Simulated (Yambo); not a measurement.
Yambo run on Rb$_{2}$LiScF$_{6}$ (space group Fm-3m, No. 225). The wavefunctions are norm-conserving PBEsol (Quantum ESPRESSO, 84 Ry, no spin-orbit coupling) ones on a 2×2×2 mesh (37 occupied bands); a = 5.987 Å, b = 5.987 Å, c = 5.987 Å, α = 60.00°, β = 60.00°, γ = 60.00°.

Yambo input:

```
rim_cut
gw0
dyson
el_el_corr
HF_and_locXC
cohsex
em1s
RandQpts= 1000000
RandGvec= 1 Ry
EXXRLvcs= 84 Ry
VXCRLvcs= 336 Ry
Chimod= "HARTREE"
% BndsRnXs
 3 | 290 |
%
NGsBlkXs= 8 Ry
% LongDrXs
 1.0 | 1.0 | 1.0 |
%
ExtendOut
% QPkrange
 1 | 1 | 37 | 38 |
%
```

k points by index: 1 = Γ.

Table of the .qp output:

```
#    K-point    Band    Eo [eV]    E [eV]    E-Eo [eV]    Vxc [eV]    Vnlxc [eV]    Sc|Eo [eV]    Re(Z)    Im(Z)
#
    1    37    0.000000    -4.176532    -4.176532    -22.39609    -30.17724    3.604613    1.000000    0.000000
    1    38    6.744818    8.891840    2.147022    -18.35228    -10.25614    -5.949123    1.000000    0.000000
```
(The two width columns are left out.) Convergence of these settings isn't established.

Geometry of the Materials Project entry, not relaxed at this level.

The structure is a Materials Project entry; no match was found in the copy of COD used, and its stability was not checked.
